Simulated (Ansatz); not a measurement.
Pb (fcc (Cu type)), relaxed with LDA (Ansatz, a quantum-chemistry and plane-wave program, plane waves, PAW): a = b = c = 4.882 Å, α = β = γ = 90.00°.

### Question
The same phase is relaxed and computed with PBE+D3(BJ) in the same code. What is the cell now?

### Answer
a = 4.959 Å, b = 4.959 Å, c = 4.959 Å, α = 90.00°, β = 90.00°, γ = 90.00°.

All cells were relaxed under the symmetry of their starts (and spin orders); stability against distortions was not tested throughout. Spin–orbit coupling is left out wherever it is not named.

Potentials: the earlier of the program's two PAW sets. The files were generated under PBE; for other functionals the program regenerates the frozen cores, and for LDA and PBEsol the local potential too.

Ansatz is a plane-wave DFT program.
